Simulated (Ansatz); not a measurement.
**Bands of Sr2C**

```
CELL_PARAMETERS angstrom
0.00000 3.37439 3.37439
3.37439 0.00000 3.37439
3.37439 3.37439 0.00000
ATOMIC_POSITIONS crystal
C 0.00000 0.00000 0.00000
Sr 0.25000 0.25000 0.25000
Sr 0.75000 0.75000 0.75000
```

Atoms are numbered in the order listed.

The conventional cell has a = 6.749 Å, b = 6.749 Å, c = 6.749 Å, α = 90.00°, β = 90.00°, γ = 90.00°. Around C (atom 1) lie 8 Sr at 2.92 Å. Sr (atom 2) is surrounded by 4 C at 2.92 Å.

The structure comes from a relaxation in the same program, started in the fluorite type, and has space group Fm-3m. Whether it is a known phase or the ground state wasn't checked.

Theory: DFT, PBE, all-electron LAPW, scalar-relativistic in Ansatz 0.2.0.

Sampling and basis: a Γ-centred 8×8×8 k mesh, Fermi–Dirac smearing of 0.05 eV, basis error target 1 meV/atom, no spin polarisation.

Points in fractions of the reciprocal vectors of this cell: Γ (0, 0, 0), X (0.5, 0, 0.5), U (0.625, 0.25, 0.625), K (0.375, 0.375, 0.75), L (0.5, 0.5, 0.5), W (0.5, 0.25, 0.75). The path joins them by straight lines in the order Γ–X–U–K–Γ–L–W–X; legs that retrace an earlier one aren't tabulated. Energies are in eV from the Fermi level.

Question: Is there a gap?

Answer: None at this level of theory (metallic, semimetallic, or a small gap that the functional closes).

Question: List the levels between -8 and 3.5 eV at the symmetry points.

Answer: 
Γ: -1.37 (×3), -0.15, 1.31 (×2)
X: -7.66, -2.01, -0.07, -0.01 (×2), 2.05, 2.25
U: -7.65, -1.51, -0.61, -0.18, 0.12, 2.49, 2.77
K: -7.65, -1.51, -0.61, -0.18, 0.12, 2.49, 2.77
L: -7.73, -1.64, -0.57 (×2), 1.96, 2.67 (×2), 3.47
W: -7.64, -1.09 (×2), -0.07, 0.07, 2.66 (×2)
